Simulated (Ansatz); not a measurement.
Values for one crystal, relaxed and computed with plane-wave PAW PBE+D3(BJ) (Ansatz code); other levels are named.

| Property | Value |
|---|---|
| Volume per atom | 26.26 Å³ |
| Band gap | 0.43 eV (indirect) |
| Electron effective mass with spin–orbit coupling | 0.064, 0.13, 1.0 mₑ (principal values) |
| Hole effective mass | 0.13, 0.24, 0.55 mₑ (principal values) |
| Formation energy from the elements (no fitted shifts) | -0.46 eV/atom |
| Hole effective mass with spin–orbit coupling | 0.13, 0.24, 0.51 mₑ (principal values) |
| Smallest direct gap on the standard path | 0.53 eV |

Problem. Which compound is it?
(A) TlCl, CsCl type
(B) WS2, P6_3/mmc (W on 2d, S on 4f)
(C) SnSe, Pnma (Sn on 4c, Se on 4c)
(D) BP, P6_3/mmc (B on 2c, P on 2d)

Solution. C, SnSe, Pnma (Sn on 4c, Se on 4c)

Symmetry was held in the PBE+D3(BJ) relaxation. The references are the lowest solids computed at this level, not always the standard phases. Scalar-relativistic: spin–orbit coupling is off unless named, which matters more the heavier the elements.

Potentials: the later of the program's two PAW sets.
